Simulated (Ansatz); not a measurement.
CaHClO:
```
CELL_PARAMETERS angstrom
      3.86440     0.00000     0.00000
     -1.93220     3.34666     0.00000
      0.00000     0.00000     9.81715
ATOMIC_POSITIONS crystal
  Ca 0.33333 0.66667 0.00075
  Ca 0.66667 0.33333 0.50075
  H  0.00000 0.00000 0.16606
  H  0.00000 0.00000 0.66606
  Cl 0.33333 0.66667 0.31737
  Cl 0.66667 0.33333 0.81737
  O  0.00000 0.00000 0.06762
  O  0.00000 0.00000 0.56762
```

Relaxed with r²SCAN.

Problem. Map the valence electron density (e/Å³), cut off at 1 on the plane through (0.333, 0.667, 0.001) spanned by u = [0, 0, 1] and v = [1, -1, 0] in lattice vectors, from the program Ansatz at the r²SCAN level (PAW).

Solution. x is the fraction of u, y of v (the angle between them is 90°; rows are the nearest grid lines); atoms in the plane: Ca at (0.00, 0.00), Ca at (0.50, 0.33), H at (0.17, 0.67), H at (0.67, 0.67), Cl at (0.32, 0.00), Cl at (0.82, 0.33), O at (0.07, 0.67), O at (0.57, 0.67).
```
y \ x   0.000  0.100  0.175  0.275  0.375  0.450  0.550  0.625  0.725  0.825  0.900   1.00
------  -----  -----  -----  -----  -----  -----  -----  -----  -----  -----  -----  -----
1.00     1.00  0.381  0.147   1.00   1.00  0.191  0.017  0.009  0.010  0.024  0.372   1.00
0.909    1.00  0.147  0.093   1.00  0.983  0.125  0.035  0.021  0.016  0.033  0.138   1.00
0.848   0.354  0.138  0.065  0.379  0.310  0.074  0.132  0.075  0.023  0.037  0.048  0.354
0.758   0.489   1.00  0.239  0.051  0.044  0.083   1.00  0.709  0.058  0.029  0.027  0.489
0.697    1.00   1.00   1.00  0.028  0.020  0.121   1.00   1.00  0.122  0.020  0.025   1.00
0.606   0.807   1.00  0.506  0.028  0.022  0.103   1.00   1.00  0.091  0.031  0.029  0.807
0.545   0.258  0.532  0.113  0.030  0.030  0.069  0.734  0.338  0.067  0.113  0.062  0.258
0.455   0.054  0.052  0.020  0.028  0.046  0.453  0.500  0.065  0.250   1.00  0.333  0.054
0.394   0.040  0.017  0.010  0.021  0.071   1.00   1.00  0.079  0.581   1.00  0.764  0.040
0.303   0.040  0.012  0.008  0.018  0.085   1.00   1.00  0.097  0.736  0.511  0.957  0.040
0.242   0.040  0.016  0.014  0.047  0.083   1.00   1.00  0.055  0.401   1.00  0.547  0.040
0.152   0.315  0.041  0.044  0.384  0.341  0.112  0.061  0.021  0.079  0.259  0.149  0.315
0.0909   1.00  0.133  0.090   1.00   1.00  0.130  0.023  0.014  0.025  0.065  0.160   1.00
0.000    1.00  0.381  0.147   1.00   1.00  0.191  0.017  0.009  0.010  0.024  0.372   1.00
```

The density is the valence pseudo-density with augmentation charge, so density and ELF within about 1 Å of a nucleus are not all-electron values.

Space group P6_3mc. The workflow started from a Materials Project entry (that database holds measured and hypothetical structures alike); the Crystallography Open Database copy checked does not list it. Its standing as an ambient phase is unchecked. The r²SCAN relaxation kept the symmetry of its start; whether a distortion lowers the energy is not shown.

Potentials: the later of the program's two PAW sets.
